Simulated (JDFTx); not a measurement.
System: Os(1 0 -1 0) (P6_3/mmc bulk; lattice of mp-49, not re-optimised at this level), 1x1 cell of 6 atoms in 6 planes, area 11.88 Å² a face, 5.3 Å between the outermost planes in a cell 21.5 Å high; k mesh 8×6×1, Fermi width 0.01 Ha, no spin polarisation.

Final geometry:
```
6
Lattice="2.746 0.000 0.000 0.000 4.326 0.000 0.000 0.000 21.500" Properties=species:S:1:pos:R:3 pbc="T T F"
Os     2.060     3.245     8.076
Os     0.687     1.082     8.738
Os     0.687     3.245    10.354
Os     2.060     1.082    11.146
Os     2.060     3.245    12.762
Os     0.687     1.082    13.424
```

Level of theory: PBE, GBRV ultrasoft potentials, plane waves to 20/100 Ha; code: a modified build of JDFTx. Liquid on both sides: CANDLE, water, 2 M NaF; nuclei fixed, outer atoms relaxed in vacuum. SHE scale: U = −μ/e − 4.44 V, by convention. Ideal, unreconstructed faces without any overlayer. At negative charge CANDLE's numbers also depend on the cell height, by up to tenths of a volt. Convergence in thickness and k mesh wasn't tested for this slab.

| U (V vs SHE) | μ (eV) | excess electrons per cell | σ (μC/cm², per face) | run |
|---|---|---|---|---|
| -0.30 | -4.14 | 0.432 | -29.2 | fixed potential |
| -0.10 | -4.34 | 0.373 | -25.2 | fixed potential |
| 0.38 | -4.82 | 0.000 | 0.0 | neutral |
| 0.55 | -4.99 | ? | ? | fixed potential |
| 0.90 | -5.34 | -0.111 | 7.5 | fixed potential |
| ? | ? | -0.223 | 15.0 | fixed charge |

**Question.** Fill in the missing entries, row by row.

**Answer.** 
- 0.55, excess electrons per cell: -0.035
- 0.55, σ (μC/cm², per face): 2.4
- row 6, U (V vs SHE): 1.37
- 1.37, μ (eV): -5.81
